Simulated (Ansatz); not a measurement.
# FeSi: from a starting cell to a relaxed one

The start is a relaxed FeSi cell, doubled along one cell vector, shaken by Gaussian noise of σ = 0.08 Å a coordinate. Cell shape, volume and atoms are optimised at zero target pressure with PBEsol (plane waves to 420 eV, PAW, scalar-relativistic; Ansatz, a first-principles code). The first steps use a coarse 8×8×3 k-mesh.

The start:
```
FeSi
1.0
    3.03480     0.00000     0.00000
    0.00000     3.03480     0.00000
    0.00000     0.00000     9.77231
Fe Si
4 4
Direct
  0.51153   0.03582   0.32840
  0.47212   0.98605   0.82823
  0.99778   0.51163   0.17356
  0.99182   0.53609   0.67261
  0.47733   0.00895   0.07444
  0.46558   0.95562   0.58300
  0.96356   0.51365   0.42777
  0.97589   0.53875   0.92922
```
Spin-polarised start, with parallel moments on Fe.

### Question
Which atoms feel the largest initial force, and how large is it?

### Answer
About 2.9 eV/Å, on Si6 (atoms numbered as listed).

### Question
By how much does the energy per atom fall from start to end?

### Answer
0.07 eV/atom.

### Question
How do the shortest distances between atoms change?

### Answer
The closest pairs of elements (up to four, under 3.6 Å), start → end: Fe–Si 2.11 → 2.36 Å; Fe–Fe 2.51 → 2.61 Å; Si–Si 2.52 → 2.58 Å.

### Question
What band gap does the relaxed structure have at this level?

### Answer
No gap (metallic).

### Question
What magnetic moments remain?

### Answer
Net 0.79 μB/atom, ferromagnetic.

Final structure:

```cif
data_Fe2Si2
_chemical_formula_sum 'Fe2 Si2'
_space_group_name_H-M_alt 'P4/nmm :1'
_space_group_IT_number 129
_space_group_name_Hall 'P 4ab 2ab -1ab'
_cell_length_a 3.03489
_cell_length_b 3.03489
_cell_length_c 4.88598
_cell_angle_alpha 90.000
_cell_angle_beta 90.000
_cell_angle_gamma 90.000
loop_
_space_group_symop_operation_xyz
  'x, y, z'
  '-y+1/2, x+1/2, z'
  '-x, -y, z'
  'y+1/2, -x+1/2, z'
  'x+1/2, -y+1/2, -z'
  '-y, -x, -z'
  '-x+1/2, y+1/2, -z'
  'y, x, -z'
  '-x+1/2, -y+1/2, -z'
  'y, -x, -z'
  'x+1/2, y+1/2, -z'
  '-y, x, -z'
  '-x, y, z'
  'y+1/2, x+1/2, z'
  'x, -y, z'
  '-y+1/2, -x+1/2, z'
loop_
_atom_site_label
_atom_site_type_symbol
_atom_site_symmetry_multiplicity
_atom_site_Wyckoff_symbol
_atom_site_fract_x
_atom_site_fract_y
_atom_site_fract_z
_atom_site_occupancy
Fe1 Fe 2 c 0.50000 0.00000 0.15206 1
Si1 Si 2 c 0.00000 0.50000 0.35316 1
```

Final values are on a 15×15×10 k-mesh of the relaxed cell. Spin state reached: ferromagnetic (net 0.79 μB/atom), from parallel starting moments; other spin orders were not run from this start.

The relaxed structure here is a generated cell of FeSi: the first start was made by placing the elements on the sites of a structure type, and the end was not matched to a known phase here, so it may be hypothetical.
